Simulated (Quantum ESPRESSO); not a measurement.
## Band energies of MoSe₂

```
MoSe2
1.0
    3.27832     0.00000     0.00000
   -1.63916     2.83910     0.00000
    0.00000     0.00000    12.72407
Se Mo
4 2
Direct
  0.33333   0.66667   0.88161
  0.66667   0.33333   0.11839
  0.66667   0.33333   0.38161
  0.33333   0.66667   0.61839
  0.66667   0.33333   0.75000
  0.33333   0.66667   0.25000
```

norm-conserving PBE (stringent potentials; Quantum ESPRESSO, 104 Ry, scalar-relativistic); path ΓMKΓALHA,LM,KH; energies in eV from the valence-band maximum.

| k (1/Å) | point | band 58 | band 59 | band 60 | band 61 | band 62 | band 63 | band 64 | band 65 |
|---|---|---|---|---|---|---|---|---|---|
| 0.00 | Γ | -1.48 | -1.48 | -1.19 | -0.68 | 0.00 | 2.46 | 2.46 | 2.55 |
| 0.18 |  | -1.63 | -1.49 | -1.16 | -0.55 | -0.18 | 2.26 | 2.28 | 2.33 |
| 0.55 |  | -1.81 | -1.70 | -1.34 | -1.33 | -1.20 | 1.14 | 1.72 | 1.96 |
| 0.74 |  | -1.80 | -1.60 | -1.47 | -1.32 | -1.28 | 1.25 | 1.53 | 1.76 |
| 1.11 | M | -2.25 | -1.24 | -1.19 | -1.12 | -0.87 | 1.55 | 1.61 | 1.79 |
| 1.53 |  | -3.15 | -2.56 | -2.12 | -0.70 | -0.45 | 1.31 | 1.42 | 1.77 |
| 1.75 | K | -3.74 | -2.39 | -2.39 | -0.53 | -0.29 | 1.17 | 1.17 | 1.51 |
| 2.11 |  | -2.92 | -2.20 | -1.77 | -0.97 | -0.81 | 1.01 | 1.77 | 1.89 |
| 2.29 |  | -2.39 | -1.64 | -1.54 | -1.12 | -1.04 | 0.74 | 1.72 | 1.72 |
| 2.66 |  | -2.15 | -1.45 | -1.14 | -0.68 | -0.66 | 1.53 | 1.82 | 2.09 |
| 3.02 | Γ | -1.48 | -1.48 | -1.19 | -0.68 | 0.00 | 2.46 | 2.46 | 2.55 |
| 3.02 | A | -1.51 | -1.51 | -1.51 | -0.16 | -0.16 | 2.48 | 2.48 | 2.48 |
| 3.34 |  | -1.93 | -1.51 | -1.51 | -0.54 | -0.54 | 1.91 | 1.91 | 2.22 |
| 3.50 |  | -1.92 | -1.71 | -1.71 | -1.00 | -1.00 | 1.56 | 1.56 | 2.00 |
| 3.81 |  | -2.30 | -1.38 | -1.38 | -1.28 | -1.28 | 1.60 | 1.60 | 1.63 |
| 4.13 | L | -2.45 | -1.17 | -1.17 | -1.03 | -1.03 | 1.58 | 1.58 | 2.00 |
| 4.29 |  | -2.44 | -1.76 | -1.76 | -0.79 | -0.79 | 1.58 | 1.58 | 2.03 |
| 4.61 |  | -3.16 | -2.53 | -2.53 | -0.53 | -0.53 | 1.31 | 1.31 | 2.14 |
| 4.77 | H | -3.14 | -2.63 | -2.63 | -0.43 | -0.43 | 1.17 | 1.17 | 2.05 |
| 5.09 |  | -3.16 | -2.16 | -2.16 | -0.83 | -0.83 | 1.41 | 1.41 | 1.97 |
| 5.41 |  | -2.15 | -1.49 | -1.49 | -1.14 | -1.14 | 1.14 | 1.14 | 1.83 |
| 5.57 |  | -2.02 | -1.37 | -1.37 | -0.97 | -0.97 | 1.40 | 1.40 | 1.96 |
| 5.89 |  | -1.64 | -1.47 | -1.47 | -0.24 | -0.24 | 2.30 | 2.30 | 2.46 |
| 6.05 | A | -1.51 | -1.51 | -1.51 | -0.16 | -0.16 | 2.48 | 2.48 | 2.48 |
| 6.05 | L | -2.45 | -1.17 | -1.17 | -1.03 | -1.03 | 1.58 | 1.58 | 2.00 |
| 6.29 | M | -2.25 | -1.24 | -1.19 | -1.12 | -0.87 | 1.55 | 1.61 | 1.79 |
| 6.29 | K | -3.74 | -2.39 | -2.39 | -0.53 | -0.29 | 1.17 | 1.17 | 1.51 |
| 6.54 | H | -3.14 | -2.63 | -2.63 | -0.43 | -0.43 | 1.17 | 1.17 | 2.05 |

The PBE gap is indirect, 0.74 eV, from Γ to 43 % of the way from K to Γ; the smallest direct gap is 1.46 eV.

Spin-orbit splittings are left out.

Geometry relaxed with PBE+D3(BJ).
